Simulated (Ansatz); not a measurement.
## OsI3 (ReO3-type structure)

The computed numbers are results of PBE+U (U_eff = 2 eV on Os 5d), scalar-relativistic (collinear spin) in the plane-wave PAW code Ansatz at 420 eV, Γ-centred 6×6×6 mesh, 0.05 eV Gaussian smearing; PAW files: Ansatz's generated set soft_2.

```cif
data_structure
_symmetry_space_group_name_H-M 'Pm-3m'
_symmetry_Int_Tables_number 221
_cell_length_a 5.5370
_cell_length_b 5.5370
_cell_length_c 5.5370
_cell_angle_alpha 90.000
_cell_angle_beta 90.000
_cell_angle_gamma 90.000
_cell_volume 169.76
loop_
_atom_site_label
_atom_site_type_symbol
_atom_site_symmetry_multiplicity
_atom_site_Wyckoff_symbol
_atom_site_fract_x
_atom_site_fract_y
_atom_site_fract_z
_atom_site_occupancy
Os1 Os 1 a 0.00000 0.00000 0.00000 1
I1 I 3 d 0.50000 0.00000 0.00000 1
```

This is a trial structure made by placing the elements on a prototype's sites, so it needn't be the stable form. The ideal cubic cell shuts out tilts of the octahedra, which such structures often take.

Magnetic state: ferromagnetic, site spin moments Os 1.76; I 0.12 μB.

The cell above was scaled in volume, its shape and atoms being fixed by the lattice's symmetry. Energies are counted from the cell above.

The cell is relaxed to zero pressure at this level.

| V (Å³/atom) | ΔE (meV/atom) | P (GPa) | largest moment (μB) |
| --- | --- | --- | --- |
| 40.11 | 15.7 | 1.68 | 1.25 |
| 40.74 | 8.5 | 1.67 | 1.68 |
| 41.59 | ? | ? | ? |
| 42.44 | 0.0 | 0.00 | 1.76 |
| 43.29 | 1.9 | -0.66 | 1.82 |
| 44.14 | 3.8 | -0.63 | 2.11 |
| 45.41 | 11.4 | -0.81 | 2.34 |
| 46.68 | 17.7 | -0.99 | 2.58 |

**Question.** Fill in the withheld row.

**Answer.** ΔE (meV/atom): 2.0, P (GPa): 0.78, largest moment (μB): 1.72.

**Question.** Can a bulk modulus be trusted from these points?

**Answer.** No. The site moments jump between neighbouring points, so the points belong to different magnetic states and not to one curve.

The moment grows with the volume: wider spacing narrows the bands, and exchange then polarises them more fully.

With a Hubbard U or exact exchange the result depends on the state in which the open shell ends, and a lower one can't be excluded. Scalar-relativistic only: spin–orbit splittings of the heavy atoms' levels are missing. The program warned that the potential is rough where the density is thin (voids or gaps), so long spacings are poorly fixed. Site moments are of spin, integrated over atomic spheres. The run is a metal.
